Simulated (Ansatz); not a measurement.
An inverse problem

Cell vectors (Å):

```
0.0000 3.3612 3.3612
3.3612 0.0000 3.3612
3.3612 3.3612 0.0000
```

```tsv
atom	a	b	c
In	0.0000	0.0000	0.0000
X	0.2500	0.2500	0.2500
```

The calculation used PBEsol, all-electron LAPW in Ansatz 0.2.0, scalar-relativistic. k mesh 10×10×10, Fermi-Dirac smearing of 0.080 eV.

Harmonic phonons of a crystal by Kohn-Sham DFT at the given cell, standard atomic masses, acoustic sum rule imposed; negative wavenumbers are unstable modes.

| point | q a (r.l.u.) | q b (r.l.u.) | q c (r.l.u.) | branch | phonon wavenumber (cm⁻¹) |
| --- | --- | --- | --- | --- | --- |
| Gamma | 0 | 0 | 0 | 4 | 139.2 |
| L | 0.5 | 0 | 0 | 1 | 21.6 |
| L | 0.5 | 0 | 0 | 3 | 90.1 |
| L | 0.5 | 0 | 0 | 4 | 131.2 |
| L | 0.5 | 0 | 0 | 5 | 140.5 |
| X | 0.5 | 0.5 | 0 | 1 | 19 |
| X | 0.5 | 0.5 | 0 | 3 | 97.8 |
| X | 0.5 | 0.5 | 0 | 4 | 135.7 |
| X | 0.5 | 0.5 | 0 | 5 | 137.5 |

Q: All X atoms are one element. Which one was computed?

A: Bi; the crystal is InBi (F-43m, a database entry that needn't be its stable phase).

Known limits: responses of metals move with mesh and smearing; a very soft zone-boundary mode, near an instability or sensitive to the mesh; no spin-orbit coupling on heavy atoms.
